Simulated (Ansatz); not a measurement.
The relaxed structure here is a generated cell of ZnSnN2: the first start was made by placing the elements on the sites of a structure type, and the end was not matched to a known phase here, so it may be hypothetical.

Relaxation of a generated cell, ZnSnN2 built in the AFLOW prototype ABC2_tP4_123_d_a_f (as in CaCuO2); 4 atoms in the cell, which starts as P4/mmm (No. 123), tP4; a = b = 3.955 Å, c = 3.278 Å, α = β = γ = 90.00°. Level of theory: PBEsol (plane waves to 420 eV, PAW, scalar-relativistic; Ansatz, a program for electronic structure). Γ-centred k-mesh 6×6×7 on the run's cell (coarser than for final values), Fermi–Dirac smearing 0.05 eV. This is the first round of the run. 

The optimiser's lines from the output (shortened; P is positive under compression):

```
relax step   1: F+E_penalty+E_count = -9983.22423250 eV  Δ(F+E_penalty+E_count) = +0.000e0 eV  max|allowed force component| = 6.962e-29 eV/Å  Δτ_max = 0.0000 Å  P = +10.722 GPa  Ω = 51.277 Å³  (8 SCF iters, dr2 threshold 1.00e-7 eV, accepted)
relax step   2: F+E_penalty+E_count = -9983.49352093 eV  Δ(F+E_penalty+E_count) = -2.693e-1 eV  max|allowed force component| = 1.106e-30 eV/Å  Δτ_max = 0.0000 Å  P = +2.681 GPa  Ω = 51.625 Å³  (7 SCF iters, dr2 threshold 4.00e-7 eV, accepted)
relax step   3: F+E_penalty+E_count = -9983.51161103 eV  Δ(F+E_penalty+E_count) = -1.809e-2 eV  max|allowed force component| = 2.751e-29 eV/Å  Δτ_max = 0.0000 Å  P = +0.747 GPa  Ω = 51.992 Å³  (7 SCF iters, dr2 threshold 4.00e-7 eV, accepted)
relax step   4: F+E_penalty+E_count = -9983.51921915 eV  Δ(F+E_penalty+E_count) = -7.608e-3 eV  max|allowed force component| = 3.550e-30 eV/Å  Δτ_max = 0.0000 Å  P = -0.492 GPa  Ω = 51.600 Å³  (7 SCF iters, dr2 threshold 4.00e-7 eV, accepted)
relax step   5: F+E_penalty+E_count = -9983.52014840 eV  Δ(F+E_penalty+E_count) = -9.293e-4 eV  max|allowed force component| = 3.032e-30 eV/Å  Δτ_max = 0.0000 Å  P = -0.058 GPa  Ω = 51.624 Å³  (6 SCF iters, dr2 threshold 4.00e-7 eV, accepted)
relax step   6: F+E_penalty+E_count = -9983.52013659 eV  Δ(F+E_penalty+E_count) = +1.181e-5 eV  max|allowed force component| = 2.169e-30 eV/Å  Δτ_max = 0.0000 Å  P = +0.005 GPa  Ω = 51.634 Å³  (6 SCF iters, dr2 threshold 3.07e-8 eV, accepted)
relax step   7: F+E_penalty+E_count = -9983.52794201 eV  Δ(F+E_penalty+E_count) = -7.805e-3 eV  max|allowed force component| = 4.240e-30 eV/Å  Δτ_max = 0.0000 Å  P = +0.113 GPa  Ω = 51.634 Å³  stress off target by 2.92e-1 GPa  SCF on the basis re-selected at this cell (its energy is not comparable with the rows above)  (8 SCF iters)
relax step   8: F+E_penalty+E_count = -9983.52859942 eV  Δ(F+E_penalty+E_count) = -6.574e-4 eV  max|allowed force component| = 7.494e-30 eV/Å  Δτ_max = 0.0000 Å  P = +0.096 GPa  Ω = 51.511 Å³  (6 SCF iters, dr2 threshold 2.13e-7 eV, accepted)
relax step   9: F+E_penalty+E_count = -9983.52846976 eV  Δ(F+E_penalty+E_count) = +1.297e-4 eV  max|allowed force component| = 6.853e-30 eV/Å  Δτ_max = 0.0000 Å  P = +0.001 GPa  Ω = 51.554 Å³  (6 SCF iters, dr2 threshold 2.87e-8 eV, accepted)
relax step  10: F+E_penalty+E_count = -9983.52834561 eV  Δ(F+E_penalty+E_count) = +1.241e-4 eV  max|allowed force component| = 2.046e-30 eV/Å  Δτ_max = 0.0000 Å  P = -0.002 GPa  Ω = 51.554 Å³  stress off target by 2.87e-2 GPa  SCF on the basis re-selected at this cell (its energy is not comparable with the rows above)  (6 SCF iters)
relax step  11: F+E_penalty+E_count = -9983.52838480 eV  Δ(F+E_penalty+E_count) = -3.919e-5 eV  max|allowed force component| = 4.536e-30 eV/Å  Δτ_max = 0.0000 Å  P = +0.000 GPa  Ω = 51.543 Å³  (6 SCF iters, dr2 threshold 2.06e-9 eV, accepted)
relax step  12: F+E_penalty+E_count = -9983.52832735 eV  Δ(F+E_penalty+E_count) = +5.746e-5 eV  max|allowed force component| = 5.966e-30 eV/Å  Δτ_max = 0.0000 Å  P = -0.000 GPa  Ω = 51.543 Å³  stress off target by 3.11e-3 GPa  SCF on the basis re-selected at this cell (its energy is not comparable with the rows above)  (8 SCF iters)
```

From the first to the last row the energy changes by -0.08 eV/atom and the volume by +0.5 %. The last row is marked as not comparable with the walk above it, whose basis was carried along; it does compare with step 1, since both stand on a basis selected at the nominal cutoff for their own cell.

Later rounds, restarted from the end of this one on a renewed k-mesh, logged 7 more steps and released under 0.01 eV/atom more. The final structure after all rounds: P4/mmm (No. 123), tP4, AFLOW prototype ABC2_tP4_123_d_a_f (as in CaCuO2); a = 4.118 Å, b = 4.118 Å, c = 3.040 Å, α = 90.00°, β = 90.00°, γ = 90.00°. Between re-selections the logged energies stand on a plane-wave basis carried along with the cell. No spin polarisation in the result.

The run could not lower the symmetry of its start; a shaken copy of this end point relaxes with PBEsol to P-6m2 (No. 187), 0.83 eV/atom lower.
